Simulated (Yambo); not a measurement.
ZnSe (zinc blende, space group F-43m, No. 216), G0W0@PBEsol in Yambo; all else as in the reference (4×4×4 Γ-centred k mesh, bands 10 to 110 and a 10 Ry block in the screening, 110 bands in G with the Bruneval-Gonze terminator, plasmon pole fitted at 27.2 eV). One parameter is varied: the cutoff of the wavefunctions in Yambo, over 10, 20, 30, 50, 86 Ry.

**Question.** From which value on does the gap Γ → Γ stay within 0.05 eV of the largest setting?

**Answer.** From 50 Ry on.
| cutoff of the wavefunctions in Yambo (Ry) | G0W0 gap (eV) | valence shift (eV) |
|---|---|---|
| 10 | 2.47 | -0.44 |
| 20 | 2.55 | -0.80 |
| 30 | 2.65 | -1.13 |
| 50 | 2.75 | -1.29 |
| 86 | 2.75 | -1.29 |
The last step of the sweep still moves the gap by 3 meV; the other settings are held fixed.

The standard potential for Se keeps a d shell in the valence without the s and p states of that shell. In tests on such compounds this moved G0W0 gaps by up to about 0.9 eV, so absolute quasiparticle energies here are unreliable; differences between settings are what counts.

Spin-orbit coupling is not included.

Geometry relaxed with PBEsol; primitive cell a = b = c = 3.983 Å, α = β = γ = 60.00°.

A shift is the quasiparticle energy of the state minus its PBEsol energy.
